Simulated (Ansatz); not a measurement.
Computed with DFT PBE, scalar-relativistic, plane waves, PAW (Ansatz 0.2.0). Settings: cutoff 420 eV, Γ-centred meshes spaced at most about 0.3 Å⁻¹, and about 0.25 Å⁻¹ or finer for metals (2π included), Gaussian smearing. No spin polarisation in the final relaxations.

Temperature and zero-point effects are left out. All come from trial cells, and lower structures may exist.

Question: Order these relaxed structures of ZrAl2N3 by energy, lowest first, with the energy over the lowest of them.
A.

```
CELL_PARAMETERS angstrom
3.25008 0.00000 0.00000
-1.62504 2.81465 0.00000
0.00000 0.00000 8.07722
ATOMIC_POSITIONS crystal
Zr 0.33333 0.66667 0.67249
Al 0.00000 0.00000 0.00989
Al 0.66667 0.33333 0.31838
N 0.33333 0.66667 0.94363
N 0.66667 0.33333 0.55689
N 0.00000 0.00000 0.24871
```

B.

```
CELL_PARAMETERS angstrom
-1.53585 1.53585 6.42275
1.53585 -1.53585 6.42275
1.53585 1.53585 -6.42275
ATOMIC_POSITIONS crystal
Zr 0.00000 0.00000 0.00000
Al 0.67200 0.67200 0.00000
Al 0.32800 0.32800 0.00000
N 0.82387 0.82387 0.00000
N 0.50000 0.50000 0.00000
N 0.17613 0.17613 0.00000
```

C.

```
CELL_PARAMETERS angstrom
2.99339 0.00000 0.00000
-1.49670 2.59235 0.00000
0.00000 0.00000 7.54298
ATOMIC_POSITIONS crystal
Zr 0.00000 0.00000 0.50000
Al 0.66667 0.33333 0.84422
Al 0.33333 0.66667 0.15578
N 0.00000 0.00000 0.00000
N 0.66667 0.33333 0.30397
N 0.33333 0.66667 0.69603
```

D.

```
CELL_PARAMETERS angstrom
2.97425 0.00000 0.00000
-1.48712 2.57578 0.00000
0.00000 0.00000 15.81878
ATOMIC_POSITIONS crystal
Zr 0.33333 0.66667 0.75000
Zr 0.66667 0.33333 0.25000
Al 0.33333 0.66667 0.08038
Al 0.33333 0.66667 0.41962
Al 0.66667 0.33333 0.91962
Al 0.66667 0.33333 0.58038
N 0.00000 0.00000 0.65720
N 0.00000 0.00000 0.00000
N 0.00000 0.00000 0.34280
N 0.00000 0.00000 0.84280
N 0.00000 0.00000 0.15720
N 0.00000 0.00000 0.50000
```

Answer: C (0 meV/atom), A (39 meV/atom), B (120 meV/atom), D (341 meV/atom). Forms: C Zr and Al ordered on rock salt sites, P-3m1; A Zr and Al ordered on zinc blende sites, P3m1; B Zr and Al ordered on rock salt sites, I4/mmm; D P6_3/mmc. Counting N atoms around Al and Zr (those within 1.25 times the shortest such distance or 1.15 times the sum of covalent radii; a plus sign parts nearer from farther groups): C has Zr 6, Al 6; A has Zr 4, Al 4; B has Zr 6, Al 1+5; D has Zr 6, Al 6.

A magnetic state wasn't ruled out in cells without spin, among them P3m1. Cells relaxed within their symmetry can be saddle points. Some structure types and database cells were kept out of the candidates from the start, so a known form may be missing.
